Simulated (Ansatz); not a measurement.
Zr (hcp, Mg type)

```
CELL_PARAMETERS angstrom
      3.23126     0.00000     0.00000
     -1.61563     2.79835     0.00000
      0.00000     0.00000     5.17316
ATOMIC_POSITIONS crystal
  Zr 0.33333 0.66667 0.75000
  Zr 0.66667 0.33333 0.25000
```

The slice is a (0001) plane (indices of the conventional cell) through the point (0.333, 0.667, 0.750) (fractional), spanned by u = [110] and v = [1 -1 0] in vectors of this cell: u (3.23 Å) and v (5.60 Å, at 90° to u). It covers one period; positions are fractions (u, v).

Computed with PBE (plane waves to 420 eV, PAW, scalar-relativistic; Ansatz, a quantum-chemistry and plane-wave program). k mesh 17×17×9. These are valence fields of a PAW run, semicore shells included where kept as valence: close to a nucleus they are smooth pseudo fields. Zr is run without spin polarisation. Zr was relaxed with its symmetry unable to fall.

Three fields on this plane, each scaled to ten steps between its own extremes (0 low, 9 high; the total valence density on a logarithmic scale, the potential cut 8 eV below its top; x marks points blanked near nuclei; v = 0 in the bottom row):

Map A
```
|xxxxx05750xxxx|
|xxxx0268620xxx|
|xxxx0589850xxx|
|xx00479997400x|
|00146889886410|
|55566666666655|
|77754200024577|
|876300xxx00367|
|8740xxxxxxx047|
|7510xxxxxxx015|
|640xxxxxxxxx04|
|640xxxxxxxxx04|
|750xxxxxxxxx05|
|8620xxxxxxx026|
|9850xxxxxxx058|
|997400xxx00479|
|98864100014688|
|66666555556666|
|00245777775420|
|xx00367876300x|
|xxxx0478740xxx|
|xxxx0157510xxx|
|xxxxx04640xxxx|
|xxxxx04640xxxx|
```

Map B
```
|xxxxx12321xxxx|
|xxxx3146413xxx|
|xxxx1268621xxx|
|xx20148984102x|
|00002578752000|
|00012333332100|
|21100011100011|
|320002xxx20002|
|2100xxxxxxx001|
|1003xxxxxxx300|
|100xxxxxxxxx00|
|100xxxxxxxxx00|
|321xxxxxxxxx12|
|6413xxxxxxx314|
|8621xxxxxxx126|
|984102xxx20148|
|87520000000257|
|33321000001233|
|11000112110001|
|xx20002320002x|
|xxxx0012100xxx|
|xxxx3001003xxx|
|xxxxx00100xxxx|
|xxxxx00100xxxx|
```

Map C
```
|xxxxx63236xxxx|
|xxxx9532359xxx|
|xxxx6433346xxx|
|xx96433333469x|
|55332233322335|
|11112233322111|
|00012466642100|
|000259xxx95200|
|0025xxxxxxx520|
|0139xxxxxxx931|
|115xxxxxxxxx51|
|126xxxxxxxxx62|
|236xxxxxxxxx63|
|2359xxxxxxx953|
|3346xxxxxxx643|
|333469xxx96433|
|33223355533223|
|33221111111223|
|66421000001246|
|xx95200000259x|
|xxxx5200025xxx|
|xxxx9310139xxx|
|xxxxx51115xxxx|
|xxxxx62126xxxx|
```

**Question.** Assign the maps to these fields: electron localisation function (ELF); valence electron density; electrostatic potential energy of an electron, from the cell's mean.

**Answer.** A is the electrostatic potential energy of an electron, from the cell's mean; B is the electron localisation function (ELF); C is the valence electron density.
